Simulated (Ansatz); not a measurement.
Values for one crystal, relaxed and computed with the program Ansatz at the r²SCAN level (PAW); other levels are named.

```yaml
volume_per_atom: 8.67 Å³
electronic_character: metallic (no gap)
Density of states at the Fermi level: 0.52 states/eV per atom (mean over ±0.08 eV)
Formation energy from the elements (no fitted shifts): -0.46 eV/atom
```

Problem. Pick the material that matches.
A. AlCo, CsCl type
B. BeNi, CsCl type
C. CeNi5, P6/mmm (Ce on 1a, Ni on 3g, Ni on 2c)
D. AlNi3, Cu3Au type

Solution. B, BeNi, CsCl type

Space group Pm-3m (CsCl type). The first step of the workflow began from a Materials Project structure, measured or hypothetical; the Crystallography Open Database copy checked does not list it. With Be and Ni taken as one species the cell has the higher symmetry Im-3m, so it may be an ordered model of a mixed-site phase. Whether it is the stable phase at ambient conditions was not checked. Symmetry was held in the r²SCAN relaxation; its stability against distortions is not shown here. No spin polarisation was allowed. The references are the lowest solids computed at this level, not always the standard phases.

Potentials: the later of the program's two PAW sets.
